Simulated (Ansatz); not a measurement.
ZnSnN₂:
```cif
data_N6Sn3Zn3
_chemical_formula_sum 'Zn3 Sn3 N6'
_space_group_name_H-M_alt 'R-3m :H'
_space_group_IT_number 166
_space_group_name_Hall '-R 3 2"'
_cell_length_a 3.16486
_cell_length_b 3.16486
_cell_length_c 15.40820
_cell_angle_alpha 90.000
_cell_angle_beta 90.000
_cell_angle_gamma 120.000
loop_
_atom_site_label
_atom_site_type_symbol
_atom_site_symmetry_multiplicity
_atom_site_Wyckoff_symbol
_atom_site_fract_x
_atom_site_fract_y
_atom_site_fract_z
_atom_site_occupancy
Zn1 Zn 3 a 0.00000 0.00000 0.00000 1
Sn1 Sn 3 b 0.00000 0.00000 0.50000 1
N1 N 6 c 0.00000 0.00000 0.24726 1
```
(The calculation used a cell of 4 atoms; values per cell refer to that cell.)

Relaxed with PBEsol.

**Question.** Decompose the optical modes at the zone centre into irreducible representations, and say which are infrared and Raman allowed.

**Answer.** Point group -3m: Γ_opt = A1g + 2A2u + Eg + 2Eu. Infrared: A2u, Eu. Raman: A1g, Eg.

**Question.** Assign frequencies (DFPT, plane-wave PAW PBEsol (Ansatz code); without the LO–TO term).

**Answer.** Eu 65, A2u 195, Eg 251, Eu 292, A2u 385, A1g 548 cm⁻¹.

The start of the workflow was typed in or built on a structure type; neither database checked (COD, Materials Project) lists it. Its standing as an ambient phase is unchecked. The PBEsol relaxation kept the symmetry of its start. At this level the phase is mechanically unstable. Its formation energy is positive at this level, so the cell may be metastable or incomplete. Scalar-relativistic: spin–orbit coupling is off unless named, which matters more the heavier the elements.

Potentials: the later of the program's two PAW sets.
